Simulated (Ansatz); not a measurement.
Given:

Eu (bcc, W type)

```xyz
1
Lattice="-2.1904 2.1904 2.1904 2.1904 -2.1904 2.1904 2.1904 2.1904 -2.1904" Properties=species:S:1:pos:R:3 pbc="T T T"
Eu     0.0000     0.0000     0.0000
```

The volume is varied about the relaxed value V₀ at fixed cell shape. Symmetry pins the atoms to their sites.

Level of theory: PBE (plane waves to 420 eV, PAW, scalar-relativistic; Ansatz, a quantum-chemistry and plane-wave program). k mesh 15×15×15 (Γ-centred), Fermi-Dirac smearing 0.05 eV. The energy includes the smearing's −TS. Stress and pressure are positive under compression. Eu was relaxed with its symmetry unable to fall. Relaxed Eu ends ferromagnetic. The PAW data are Ansatz's earlier set. The relaxed volume of Eu is well below the measured one. The magnetic order is the one the run started from; other orders were not tried. The f-shell state is unchecked: a lower one may exist. The zero of ΔE is the relaxed starting cell.

The scan covers V/V₀ from 0.900 to 1.100 in 9 points.

Question: What bulk modulus B₀ follows from a third-order Birch-Murnaghan fit?

Answer: 14.0 GPa.

Question: What is the fitted pressure derivative B₀′?

Answer: 3.7.

(A scan under strain: stresses follow from slopes of the energy per volume, elastic moduli from its curvatures.)
